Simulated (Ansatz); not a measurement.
CoTe:
```cif
data_Co2Te2
_chemical_formula_sum 'Co2 Te2'
_space_group_name_H-M_alt 'P 1'
_space_group_IT_number 1
_cell_length_a 3.81846
_cell_length_b 3.81846
_cell_length_c 5.15825
_cell_angle_alpha 90.000
_cell_angle_beta 90.000
_cell_angle_gamma 120.000
loop_
_space_group_symop_operation_xyz
  'x, y, z'
loop_
_atom_site_label
_atom_site_type_symbol
_atom_site_fract_x
_atom_site_fract_y
_atom_site_fract_z
_atom_site_occupancy
Co1 Co 0.00000 0.00000 0.50000 1
Co2 Co 0.00000 0.00000 0.00000 1
Te1 Te 0.66667 0.33333 0.75000 1
Te2 Te 0.33333 0.66667 0.25000 1
```

Relaxed with LDA.

Which orbitals make up the states near the Fermi level in plane-wave PAW LDA (Ansatz code)?

Within 0.5 eV of the Fermi level: Co 3d 71 %, Te 5p 21 %. Projections are on Löwdin-orthogonalised atomic valence shells; empty p or d shells of many metals are not among them.

Tabulate the density of states.

States/eV per cell of 4 atoms, in 0.25 eV bins, energy from the Fermi level.

```tsv
E (eV)	total	Co 3d	Te 5p	Co 4s
-7.85	0.08	0.00	0.06	0.01
-7.60	0.95	0.06	0.69	0.16
-7.35	1.97	0.14	1.37	0.35
-7.10	2.01	0.15	1.49	0.26
-6.85	2.15	0.21	1.60	0.22
-6.60	1.76	0.20	1.28	0.16
-6.35	1.28	0.17	0.90	0.11
-6.10	1.37	0.20	0.95	0.12
-5.85	1.76	0.27	1.21	0.15
-5.60	1.45	0.25	1.00	0.11
-5.35	1.55	0.29	1.08	0.10
-5.10	1.73	0.35	1.20	0.09
-4.85	2.69	0.64	1.84	0.10
-4.60	3.87	1.22	2.43	0.11
-4.35	3.70	1.25	2.22	0.11
-4.10	3.22	1.24	1.83	0.06
-3.85	3.19	1.17	1.85	0.04
-3.60	3.55	1.44	1.93	0.04
-3.35	5.14	2.80	2.11	0.08
-3.10	3.40	2.19	1.02	0.07
-2.85	1.66	1.32	0.25	0.03
-2.60	2.00	1.70	0.22	0.02
-2.35	2.15	1.90	0.16	0.02
-2.10	2.31	2.11	0.09	0.02
-1.85	3.83	3.59	0.05	0.02
-1.60	11.57	10.83	0.17	0.16
-1.35	8.35	7.73	0.24	0.11
-1.10	6.56	5.79	0.38	0.13
-0.85	6.89	6.33	0.31	0.09
-0.60	5.59	4.80	0.54	0.06
-0.35	3.62	2.72	0.63	0.06
-0.10	2.84	2.03	0.56	0.04
0.15	3.50	2.40	0.76	0.04
0.40	2.90	1.85	0.76	0.04
0.65	2.02	1.07	0.71	0.05
0.90	2.63	1.29	1.02	0.08
1.15	2.16	0.98	0.92	0.05
1.40	2.31	1.01	1.05	0.07
1.65	2.17	0.81	1.15	0.06
1.90	1.95	0.73	1.00	0.08
2.15	2.30	0.80	1.32	0.06
2.40	1.21	0.41	0.72	0.02
2.65	0.56	0.18	0.35	0.00
2.90	0.11	0.03	0.06	0.00
3.15	0.25	0.04	0.02	0.13
3.40	0.50	0.06	0.06	0.25
3.65	1.08	0.11	0.15	0.42
3.90	1.77	0.17	0.27	0.57
4.15	2.47	0.21	0.41	0.76
4.40	2.48	0.18	0.41	0.79
4.65	1.86	0.12	0.32	0.64
```

Space group P6_3/mmc (NiAs type). The workflow started from a Materials Project entry (that database holds measured and hypothetical structures alike); the Crystallography Open Database files this formula in space group No. 194, but the cells were not matched. Whether it is the stable phase at ambient conditions was not checked. Symmetry was held in the LDA relaxation; of distortions, only those at the zone centre were tested. No spin polarisation was allowed. Spin–orbit coupling is left out wherever it is not named.

Potentials: the later of the program's two PAW sets.
